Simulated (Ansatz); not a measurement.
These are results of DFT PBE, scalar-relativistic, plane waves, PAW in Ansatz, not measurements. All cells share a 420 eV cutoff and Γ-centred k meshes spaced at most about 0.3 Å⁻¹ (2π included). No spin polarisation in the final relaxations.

All energies are static (0 K, no zero-point motion). All come from trial cells, and lower structures may exist.

Question: Order these relaxed structures of HfSnO4 by energy, lowest first, with the energy over the lowest of them.
A.

Space group Cmmm (No. 65). a = 6.858 Å, b = 6.910 Å, c = 3.228 Å, α = 90.00°, β = 90.00°, γ = 90.00°
| atom | site | symmetry | x | y | z |
| --- | --- | --- | --- | --- | --- |
| Hf | 2c | mmm | 0.5000 | 0.0000 | 0.5000 |
| Sn | 2a | mmm | 0.0000 | 0.0000 | 0.0000 |
| O | 4g | 2mm | 0.6944 | 0.0000 | 0.0000 |
| O | 4j | m2m | 0.5000 | 0.6944 | 0.5000 |

B.

Space group P-4m2 (No. 115). a = 3.600 Å, b = 3.600 Å, c = 5.427 Å, α = 90.00°, β = 90.00°, γ = 90.00°
```
atom  site  symmetry       x       y       z
  Hf    1a      -4m2  0.0000  0.0000  0.0000
  Sn    1c      -4m2  0.5000  0.5000  0.5000
   O    2g      2mm. 0.0000  0.5000  0.6843
   O    2g      2mm. 0.5000  0.0000  0.8218
```

Answer: A (0 meV/atom), B (87 meV/atom). Forms: A Hf and Sn ordered on rutile sites, Cmmm; B Hf and Sn ordered on fluorite sites, P-4m2. Counting O atoms around Hf and Sn (those within 1.25 times the shortest such distance or 1.15 times the sum of covalent radii; a plus sign parts nearer from farther groups): A has Hf 6, Sn 6; B has Hf 4+4, Sn 4+4.

Spin–orbit coupling, which can matter for Hf, is left out. With atoms moved at random, Cmmm came back. Other cells relaxed within their symmetry can be saddle points. Some candidate types were left out of the draw beforehand, so a known form may be missing.
